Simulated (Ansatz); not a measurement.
Data:

InAs (rock salt, Fm-3m), a = b = c = 5.6001 Å, α = β = γ = 90.00°; the cell used has 2 atoms.

This is the LDA-relaxed structure.

All from DFT-LDA in the program Ansatz with PAW potentials, unless another level is named. Give the Hill bulk and shear moduli.

76.6 and 32.1 GPa.

Next, the elastic constants (relaxed ions, GPa)?

C11 = 159, C12 = 35.2, C44 = 20.0.

Give the highest zone-centre frequency.

127 cm⁻¹.

The first step of the workflow began from a Materials Project structure, measured or hypothetical; the Crystallography Open Database copy checked does not list it. It is not the phase usual at ambient conditions (space group No. 216). Symmetry was held in the LDA relaxation; of distortions, only those at the zone centre were tested. As this level gives no gap, shear constants depend on the k-mesh and smearing (Fermi–Dirac, 0.1 eV here). As this level gives no gap, phonon frequencies hold no LO–TO term and depend on the k-mesh and smearing (Fermi–Dirac, 0.1 eV here).

Potentials: the later of the program's two PAW sets.
